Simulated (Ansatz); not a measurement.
Two-dimensional strain map in Al

All numbers below come from Ansatz, DFT LDA, scalar-relativistic, plane waves, PAW. Settings: plane waves to 420 eV, k-mesh 20×20×20 (Γ-centred), Gaussian smearing 0.15 eV. No spin polarisation. Energies are free energies at this smearing, counted from the undisturbed cell; pressure is positive in compression.

Zero of the scan (as given, not relaxed at this level; it stands at 0.4 GPa; this bcc form isn't the usual structure):

```yaml
crystal:
  lattice:
    - [-1.59122, 1.59122, 1.59122]
    - [1.59122, -1.59122, 1.59122]
    - [1.59122, 1.59122, -1.59122]
  atoms:
    - { symbol: Al, position: [0.00000, 0.00000, 0.00000] }
```

The cell is strained by p along both x and y and by q along z, fractional coordinates fixed. Points are written (p, q).

Energy above the undisturbed cell in meV/atom (a dash: not computed):

| p \ q | -0.050 | -0.025 | 0.000 | 0.025 | 0.050 |
| --- | --- | --- | --- | --- | --- |
| -0.050 | 108.5 | 72.9 | 43.0 | 17.7 | -3.0 |
| -0.025 | 45.9 | 26.7 | 11.2 | -0.3 | -8.9 |
| 0.000 | 8.7 | 2.6 | 0.0 | 0.3 | 3.1 |
| 0.025 | -6.8 | -2.1 | 6.1 | 16.2 | 28.8 |
| 0.050 | -4.8 | 9.6 | 26.8 | 45.6 | 65.5 |

Pressure in GPa:

```
 p \ q  -0.050  -0.025  0.000  0.025  0.050
-0.050    16.7    13.2   10.1    7.3    4.9
-0.025    10.1     7.3    4.7    2.5    0.5
 0.000     4.7     2.4    0.4   -1.4   -2.9
 0.025     0.5    -1.4   -3.0   -4.3   -5.6
 0.050    -2.8    -4.3   -5.6   -6.7   -7.6
```